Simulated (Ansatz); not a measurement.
**InCu3O3: a bulk modulus from differences**

It was reached by relaxing an invented guess, and it needn't be the stable form of this composition.

The calculation used Ansatz, DFT PBE, scalar-relativistic, plane waves, PAW. Cutoff 420 eV, Γ-centred 6×6×6 mesh (14-atom cell), Gaussian smearing of 0.10 eV, no spin polarisation.

Space group R-3c:H (No. 167). a = 6.395 Å, b = 6.395 Å, c = 15.178 Å, α = 90.00°, β = 90.00°, γ = 120.00°
| atom | site | symmetry | x | y | z |
| --- | --- | --- | --- | --- | --- |
| In | 6b | -3. | 0.3333 | 0.6667 | 0.1667 |
| Cu | 18d | -1 | 0.3333 | 0.1667 | 0.1667 |
| O | 18e | .2 | 0.2536 | 0.9203 | 0.0833 |

The cell was set to several volumes, with shape and atoms relaxed at each where symmetry leaves them free. Pressure is positive in compression, and energies count from the lowest row.

| row | V (Å³/atom) | P (GPa) | ΔE (meV/atom) | gap on mesh (eV) |
| --- | --- | --- | --- | --- |
| 1 | 11.263 | 17.13 | 72.2 | 0.13 |
| 2 | 11.647 | 11.66 | 38.0 | 0.00 |
| 3 | 12.031 | ? | ? | ? |
| 4 | 12.415 | 3.24 | 3.7 | 0.00 |
| 5 | 12.799 | 0.03 | 0.0 | 0.00 |
| 6 | 13.183 | -2.61 | 3.3 | 0.00 |
| 7 | 13.567 | -4.73 | 12.3 | 0.00 |
| 8 | 14.079 | -6.93 | 31.2 | 0.00 |

**Question.** Find B = −V·ΔP/ΔV from rows 4 and 6 and from rows 1 and 2, and from the two its slope B′ and its value B0 at zero pressure.

**Answer.** Rows 4 and 6 give −(12.415 + 13.183)/2 × (-2.61 − (3.24))/(13.183 − 12.415) = 97.5 GPa at a mean pressure of 0.32 GPa. Rows 1 and 2 give −(11.263 + 11.647)/2 × (11.66 − (17.13))/(11.647 − 11.263) = 163.2 GPa at a mean pressure of 14.39 GPa. So B′ = (163.2 − 97.5)/(14.39 − (0.32)) = 4.67 and B0 = 97.5 − 4.67 × (0.32) = 96.0 GPa. A third-order Birch–Murnaghan fit to all the energies gives B0 = 95.7 GPa and B′ = 5.3.

**Question.** Estimate the pressure and energy of row 3.

**Answer.** From row 5, V0 = 12.799 × (1 + (0.03)/96.0) = 12.803 Å³/atom. Murnaghan's form P = (B0/B′)·[(V0/V)^B′ − 1] gives (96.0/4.67) × [(12.803/12.031)^4.67 − 1] = 6.93 GPa; the computed pressure is 7.08 GPa, so the estimate is off by -0.15 GPa. The work of compression from row 4, with the mean of the two pressures, gives ΔE = 3.7 + (6.93 + 3.24)/2 × (12.415 − 12.031)/160.2 × 1000 = 15.9 meV/atom (1 eV/Å³ = 160.2 GPa); the computed value is 15.8 meV/atom. It has no gap on its mesh.

The zero gap may come from the functional, which often closes small gaps. No Hubbard U is applied to the 3d shell of Cu. All volumes keep the k mesh of the relaxed cell. Symmetry constrained the relaxation, so the result can be a saddle point.
